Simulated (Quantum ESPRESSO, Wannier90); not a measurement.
## PbClF (P4/nmm): Wannier90 run

```xyz
6
Lattice="4.1092 0.0000 0.0000 0.0000 4.1092 0.0000 0.0000 0.0000 7.2390" Properties=species:S:1:pos:R:3 pbc="T T T"
Pb     0.0000     2.0546    -1.4847
Pb     2.0546     0.0000     1.4847
Cl     2.0546     0.0000    -2.5416
Cl     0.0000     2.0546     2.5416
F      2.0546     2.0546     0.0000
F      0.0000     0.0000     0.0000
```

Cell from Materials Project (mp-22964), symmetrised, no further relaxation. COD (Crystallography Open Database) has an entry of this formula and space group (matched by these alone). Computed values, not measurements, from PBEsol: Quantum ESPRESSO (norm-conserving PseudoDojo potentials, cutoff 68 Ry, spinors with spin-orbit coupling) on a Γ-centred 4×4×4 mesh, then Wannier90. Density: 8×8×4 mesh, cold smearing 0.01 Ry.

A tight-binding model is made by disentanglement and projection with no localisation steps (num_iter = 0), so the 48 orbitals stay atom-like: hydrogen-like Pb: s;p; Cl: s;p; F: s;p, axes along x, y, z; frozen window up to 4.51 eV relative to the valence-band maximum. It follows pw.x to 2.6 meV rms for states up to 4.0 eV relative to the valence-band maximum. Matrix elements depend on this choice of orbitals and windows. Bands 5–12 (Pb 5d 99 %), 13–24 (Pb 5d 96 %) lie between the kept ones and are excluded.

The 45 largest hoppings ⟨m,0|H|n,R⟩ between different sites (one of each Hermitian pair; signs follow the real orbitals' lobes; the list may end inside a set of equal values):

```csv
m,n,R,distance of the centres (Å),t (eV),Im t (eV)
Pb2 pz↑,Cl3 pz↑,0 0 1,3.14,1.187,0.000
Pb2 pz↓,Cl3 pz↓,0 0 1,3.15,1.187,0.000
Cl4 pz↑,Pb1 pz↑,0 0 1,3.15,1.187,0.000
Cl4 pz↓,Pb1 pz↓,0 0 1,3.15,1.187,0.000
F5 py↑,Pb2 s↑,0 1 0,2.52,-0.861,0.000
Pb2 s↑,F6 px↑,1 0 0,2.52,0.861,0.000
F6 px↑,Pb2 s↑,0 0 0,2.52,-0.861,0.000
F5 py↑,Pb2 s↑,0 0 0,2.52,0.861,0.000
Pb2 s↓,F6 px↓,1 0 0,2.52,0.861,0.000
F5 py↓,Pb2 s↓,0 0 0,2.52,0.861,0.000
F6 py↑,Pb1 s↑,0 0 0,2.52,-0.861,0.000
F6 px↓,Pb2 s↓,0 0 0,2.52,-0.861,0.000
F5 py↓,Pb2 s↓,0 1 0,2.52,-0.861,0.000
F5 px↑,Pb1 s↑,0 0 0,2.52,0.861,0.000
Pb1 s↓,F6 py↓,0 1 0,2.52,0.861,0.000
F5 px↓,Pb1 s↓,1 0 0,2.52,-0.861,0.000
F6 py↓,Pb1 s↓,0 0 0,2.52,-0.861,0.000
Pb1 s↑,F6 py↑,0 1 0,2.52,0.861,0.000
F5 px↓,Pb1 s↓,0 0 0,2.52,0.861,0.000
F5 px↑,Pb1 s↑,1 0 0,2.52,-0.861,0.000
Cl3 py↓,Pb1 px↓,1 -1 0,3.07,-0.723,-0.012
Pb1 px↓,Cl3 py↓,0 1 0,3.07,0.723,0.012
Cl3 px↑,Pb1 py↑,1 -1 0,3.07,-0.723,-0.012
Cl3 py↑,Pb1 px↑,1 0 0,3.07,0.723,0.012
Cl4 px↑,Pb2 py↑,0 0 0,3.07,-0.723,-0.012
Cl4 py↑,Pb2 px↑,0 0 0,3.07,-0.723,0.012
Pb2 py↓,Cl4 px↓,1 -1 0,3.07,-0.723,-0.013
Cl4 px↓,Pb2 py↓,0 1 0,3.07,0.723,0.012
Pb2 px↓,Cl4 py↓,1 -1 0,3.07,-0.723,0.012
Cl3 px↓,Pb1 py↓,1 -1 0,3.07,-0.723,0.012
Cl3 py↑,Pb1 px↑,1 -1 0,3.07,-0.723,0.012
Cl4 px↑,Pb2 py↑,0 1 0,3.07,0.723,-0.013
Cl3 px↑,Pb1 py↑,1 0 0,3.07,0.723,-0.012
Cl3 py↓,Pb1 px↓,1 0 0,3.07,0.723,-0.012
Pb1 py↑,Cl3 px↑,0 1 0,3.07,0.723,0.012
Cl3 py↓,Pb1 px↓,0 0 0,3.07,-0.723,-0.013
Cl4 py↑,Pb2 px↑,0 1 0,3.07,0.723,0.012
Cl3 py↑,Pb1 px↑,0 0 0,3.07,-0.723,0.012
Pb1 py↓,Cl3 px↓,0 1 0,3.07,0.723,-0.012
Pb2 px↓,Cl4 py↓,1 0 0,3.07,0.723,0.012
Cl3 px↓,Pb1 py↓,1 0 0,3.07,0.723,0.012
Pb1 px↑,Cl3 py↑,0 1 0,3.07,0.723,-0.012
Cl3 px↑,Pb1 py↑,0 0 0,3.07,-0.723,-0.012
Pb2 px↑,Cl4 py↑,1 0 0,3.07,0.723,-0.012
Pb2 py↑,Cl4 px↑,1 0 0,3.07,0.723,0.012
```
